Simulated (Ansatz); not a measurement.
GaN (wurtzite)

```yaml
crystal:
  lattice:
    - [3.21838, 0.00000, 0.00000]
    - [-1.60919, 2.78720, 0.00000]
    - [0.00000, 0.00000, 5.24320]
  atoms:
    - { symbol: Ga, position: [0.66667, 0.33333, 0.00096] }
    - { symbol: Ga, position: [0.33333, 0.66667, 0.50096] }
    - { symbol: N, position: [0.66667, 0.33333, 0.62424] }
    - { symbol: N, position: [0.33333, 0.66667, 0.12424] }
```

The volume is varied about the relaxed value V₀ at fixed cell shape. The atoms relax within the cell's symmetry.

Level of theory: PBE (plane waves to 420 eV, PAW, scalar-relativistic; Ansatz, a first-principles code). k mesh 12×12×6 (Γ-centred), Fermi-Dirac smearing 0.05 eV. The energy includes the smearing's −TS. Compression counts positive. GaN was relaxed with its symmetry unable to fall. The zero of ΔE is the relaxed starting cell.

### Question
Estimate the ΔE (meV/atom) and P (GPa) for V/V₀ = 0.940, 0.950, 0.970, 0.990, 1.010, 1.020, 1.040, 1.060.

### Answer
```json
[
 {"V/V₀": "0.940", "ΔE (meV/atom)": "25.5", "P (GPa)": "12.2"},
 {"V/V₀": "0.950", "ΔE (meV/atom)": "17.4", "P (GPa)": "9.9"},
 {"V/V₀": "0.970", "ΔE (meV/atom)": "6.0", "P (GPa)": "5.6"},
 {"V/V₀": "0.990", "ΔE (meV/atom)": "0.7", "P (GPa)": "1.8"},
 {"V/V₀": "1.010", "ΔE (meV/atom)": "0.6", "P (GPa)": "-1.7"},
 {"V/V₀": "1.020", "ΔE (meV/atom)": "2.4", "P (GPa)": "-3.3"},
 {"V/V₀": "1.040", "ΔE (meV/atom)": "9.4", "P (GPa)": "-6.2"},
 {"V/V₀": "1.060", "ΔE (meV/atom)": "20.5", "P (GPa)": "-8.8"}
]
```

(A scan under strain: stresses follow from slopes of the energy per volume, elastic moduli from its curvatures.)
